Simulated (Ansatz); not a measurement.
MoPt3 (Pm-3m): the held moment from field and pressure

The geometry is a structure from the Materials Project, held fixed and not relaxed.

Settings: r²SCAN, 9×9×9 k mesh, Fermi–Dirac smearing of 0.05 eV. PAW means Ansatz 0.2.0 on its default frozen-core files. Site moments are integrated in spheres about the atoms.

The input and its command:

```yaml
crystal:
  lattice:
    - [3.979521, 0.0, 0.0]
    - [0.0, 3.979521, 0.0]
    - [0.0, 0.0, 3.979521]
  atoms:
    - { symbol: Mo, position: [0.0, 0.0, 0.0], spin: 1.5 }
    - { symbol: Pt, position: [0.5, 0.5, 0.0] }
    - { symbol: Pt, position: [0.5, 0.0, 0.5] }
    - { symbol: Pt, position: [0.0, 0.5, 0.5] }
magnetization:
  spin_polarized: true
kpoints:
  mp_grid: { grid: [9, 9, 9] }
scf:
  occupations: { method: fermi_dirac, width: 0.05 }
  lower_state_search: "off"
hamiltonian:
  xc: r2scan
  pseudopotentials: { kind: paw }
output:
  forces: true
  stress: true
  eigenvalues: true
  populations: true
  dos: { projected: true, de: 0.1, e_range: [-8, 5] }
  write_density: true
  write_potential: true
  elf: true
  volumetric_format: npy
```

Command: `ansatz run input.yaml --threads 2 --pin off --max-ram 6144MiB --backend cpu --events-out ev --progress --plain --runs-dir out`

The free run ends with 2.13 μB per cell. Further runs hold the cell's moment M by two Fermi levels; B is half their difference over μB, positive where the field raises M. Some of them:

| M (μB/cell) | B (T) | ΔF over the free run (meV/cell) | pressure (GPa) |
| --- | --- | --- | --- |
| 1.43 | -2778 | 85.3 | -6.7 |
| 1.92 | -1728 | 12.3 | -5.9 |
| 2.67 | 3912 | 68.3 | -5.0 |

Problem. Another run of the series gave B (T) = 1928, ΔF over the free run (meV/cell) = 13.3, pressure (GPa) = -5.4. Which moment was held?
A. 3.20
B. 2.35
C. 0.70

Solution. B. M (μB/cell) = 2.35.

Problem. Another run of the series gave B (T) = 6323, ΔF over the free run (meV/cell) = 227.0, pressure (GPa) = -4.0. Which moment was held?
A. 2.35
B. 0.70
C. 3.20

Solution. C. M (μB/cell) = 3.20.

The whole series:

```csv
M (μB/cell),B (T),ΔF over the free run (meV/cell),pressure (GPa)
0.70,-2309,194.3,-7.6
1.43,-2778,85.3,-6.7
1.92,-1728,12.3,-5.9
2.35,1928,13.3,-5.4
2.67,3912,68.3,-5.0
3.20,6323,227.0,-4.0
```

The PAW files were made with PBE; the program remakes their cores once for the run's functional and then keeps them frozen. The Ansatz runs typed with the search for lower states off end where their start leads. Spin–orbit coupling is left out although heavy atoms are present. r²SCAN is known to give itinerant transition metals moments and polarisation energies that are too large. None of this fixes the real material's magnetic order: only patterns that fit the cell were computed, at zero temperature, with a functional that can overstate moments.
